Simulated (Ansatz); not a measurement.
Consider the following.

TePd:
```
TePd
1.0
    4.15725     0.00000     0.00000
   -2.07862     3.60028     0.00000
    0.00000     0.00000     5.61539
Te Pd
2 2
Direct
  0.33333   0.66667   0.25000
  0.66667   0.33333   0.75000
  0.00000   0.00000   0.00000
  0.00000   0.00000   0.50000
```

This is the PBEsol-relaxed structure. x, y and z are the axes in which the lattice vectors are written.

**Question.** All from the program Ansatz at the PBEsol level (PAW), unless another level is named. Give the highest zone-centre frequency.

**Answer.** 183 cm^-1.

**Question.** And the Debye temperature from the elastic constants?

**Answer.** 198 K.

**Question.** What about the elastic constants (relaxed ions, GPa)?

**Answer.** C11 = 152, C12 = 113, C13 = 86.4, C33 = 171, C44 = 22.0.

Space group P6_3/mmc (NiAs type). The workflow started from a Materials Project entry (that database holds measured and hypothetical structures alike); the Crystallography Open Database files this formula in space group No. 194, but the cells were not matched. Its standing as an ambient phase is unchecked. The cell was relaxed with PBEsol under the symmetry of its start; its stability against distortions is not shown here. The run is not spin-polarised. As this level gives no gap, shear constants depend on the k-mesh and smearing (Fermi–Dirac, 0.1 eV here). As this level gives no gap, phonon frequencies hold no LO–TO term and depend on the k-mesh and smearing (Fermi–Dirac, 0.1 eV here). Spin–orbit coupling is left out wherever it is not named.

Potentials: the later of the program's two PAW sets.
